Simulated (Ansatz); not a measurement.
SiC (CsCl type, space group No. 221) at seven volumes, r²SCAN in the plane-wave PAW code Ansatz, scaled uniformly. One row is withheld.

```tsv
V (Å³/atom)	P (GPa)
8.175	22.13
8.444	13.53
8.713	6.20
8.983	0.00
9.252	?
9.522	-9.47
9.791	-13.12
```

Task: Fit the shown pressures and predict the withheld one.

Result: P = (3/2)B₀(x^(7/2) − x^(5/2))[1 + (3/4)(B′ − 4)(x − 1)] with x = (V₀/V)^(2/3). Least squares on the six rows gives V₀ = 8.985 Å³/atom, B₀ = 187 GPa, B′ = 4.75. At V = 9.252, x = 0.9807 and P = -5.11 GPa. The run itself gave -5.15 GPa.

Space group Pm-3m (CsCl type). A made-up cell: these elements were put on the sites of a structure type; neither database checked (COD, Materials Project) lists it. It is not the phase usual at ambient conditions (space group No. 186, 216). The cell was relaxed with r²SCAN under the symmetry of its start. At this level the phase is mechanically unstable.

Potentials: the later of the program's two PAW sets.
